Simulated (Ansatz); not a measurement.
A relaxed structure of Sb. Space group R-3m (No. 166), AFLOW prototype A_hR2_166_c (A7, as in As). Calculation: PBE (plane waves to 420 eV, PAW, scalar-relativistic; Ansatz, a quantum-chemistry and plane-wave program).

Space group R-3m, hexagonal axes (No. 166); a = 4.375 Å, b = 4.375 Å, c = 11.539 Å, α = 90.00°, β = 90.00°, γ = 120.00°

```csv
atom,site,symmetry,x,y,z
Sb,6c,3m,0.0000,0.0000,0.2327
```
(The calculation used a cell of 2 atoms; values per cell refer to that cell.)

| Item | Value |
|---|---|
| Volume per atom | 31.87 Å³ |
| Band gap | zero (metallic) |
| Shortest distances | Sb–Sb 2.95 Å |
| k-mesh | 13×13×13 |

No spin polarisation in the result.

The run could not lose the symmetry of its start; a randomly shaken copy of 4 atoms returns to this structure.
